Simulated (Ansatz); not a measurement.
**Calculated quadrupolar parameters for AlH₂PbO₂F₃**

The cell is a structure deposited in the COD, its atoms then relaxed with PBE in this cell.

Space group P-1 (No. 2); a = 5.0570, b = 6.2700, c = 6.8210 Å, α = 104.46°, β = 90.68°, γ = 107.69°.

| site | Wyckoff | site symmetry | x | y | z |
| --- | --- | --- | --- | --- | --- |
| Al | 2i | 1 | 0.8382 | 0.8114 | 0.3270 |
| H3 | 2i | 1 | 0.2700 | 0.8153 | 0.5298 |
| H5 | 2i | 1 | 0.2739 | 0.8558 | 0.1433 |
| Pb | 2i | 1 | 0.2023 | 0.3136 | 0.1922 |
| O9 | 2i | 1 | 0.1006 | 0.8622 | 0.5526 |
| O11 | 2i | 1 | 0.1000 | 0.8960 | 0.1414 |
| F13 | 2i | 1 | 0.5701 | 0.7917 | 0.1349 |
| F15 | 2i | 1 | 0.5564 | 0.7390 | 0.4911 |
| F17 | 2i | 1 | 0.8070 | 0.5075 | 0.2314 |

One atom of each set is listed.

The numbers come from a DFT calculation in Ansatz (PBE, plane waves and PAW, scalar-relativistic, 420 eV cutoff, Γ-centred 4×4×3 k-points, Fermi–Dirac smearing 0.02 eV).

Conventions: |V_zz| ≥ |V_yy| ≥ |V_xx|, η = (V_xx − V_yy)/V_zz, C_Q = eQV_zz/h. ν_Q = 3|C_Q|/[2I(2I − 1)].

27Al: I = 5/2, Q = 146.6 mb; ²H: I = 1, Q = 2.858 mb; O-17: I = 5/2, Q = -25.58 mb. Q values from Pyykkö, Mol. Phys. 116, 1328 (2018).

```tsv
site	atoms	first shell	C_Q (MHz)	η	ν_Q (MHz)
Al	2	3 F at 1.81–1.84 Å, 3 O at 1.89–1.93 Å	1.16	0.62	0.173
H3	2	1 O at 0.99 Å; also 1 F at 1.66 Å	0.226	0.03	0.339
H5	2	1 O at 0.99 Å; also 1 F at 1.66 Å	0.234	0.03	0.351
O9	2	1 H at 0.99 Å, 2 Al at 1.92–1.93 Å; also 1 Pb at 2.57 Å	-5.76	0.26	0.863
O11	2	1 H at 0.99 Å, 1 Al at 1.89 Å, angle 119°; also 2 Pb at 2.44–2.54 Å	-5.52	0.19	0.828
```

At H3 and H5 V_zz points along its bond to O (within 1°) in each case. At O9 V_zz points along its shortest bond, to H (within 5°). At O11 V_zz points along the shorter of its two bonds, to H (within 5°).

Pb, F have no stable isotope with a ground-state quadrupole moment in the table, so these sites are left out.
